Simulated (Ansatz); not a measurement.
A generated cell, in the space group of a known form (sites not compared), of ZnCu2SnSe4: I-4 (No. 82), tI16; a = b = 5.6992 Å, c = 11.3825 Å, α = β = γ = 90.00°; Cu 2a (0.000, 0.000, 0.000); Cu 2c (0.000, 0.500, 0.250); Zn 2d (0.500, 0.000, 0.250); Sn 2b (0.000, 0.000, 0.500); Se 8g (0.259, 0.267, 0.370). These are r2SCAN (plane waves to 500 eV, PAW, scalar-relativistic; Ansatz, a program for electronic structure) values and carry that method's errors. Element references, the lowest calculated here: Se (P3₁21), Sn (Fd-3m), Zn (P6₃/mmc), Cu (Fm-3m).

Total energies (eV/atom, σ → 0; comparable only within this code, potentials and settings):

```
phase             E (eV/atom)
----------------  -----------
ZnCu2SnSe4 (I-4)    -5567.887
Se (P3₁21)          -5478.127
Sn (Fd-3m)          -6038.640
Zn (P6₃/mmc)        -3325.669
Cu (Fm-3m)          -6631.239
ZnSe (F-43m)        -4402.750
SnSe2 (P-3m1)       -5665.391
```

**Question.** What is the formation energy of this I-4 form of ZnCu2SnSe4 from the elements?

**Answer.** E_f = -5567.887 − [1 × (-3325.669) + 2 × (-6631.239) + 1 × (-6038.640) + 4 × (-5478.127)] / 8 = -0.47 eV/atom (-3.8 eV per formula unit).

A lower structure of this composition may exist.

Static energies, no anion corrections, no zero-point energy. Values are rounded to 0.01 eV/atom. Not shown to be the ambient phase of their composition (a lower form may be missing, and a cell relaxed within its start's symmetry can be a saddle point): ZnCu2SnSe4 (I-4). Spin-orbit coupling is missing from these energies, which matters for elements this heavy. The compounds carry no spin polarisation.
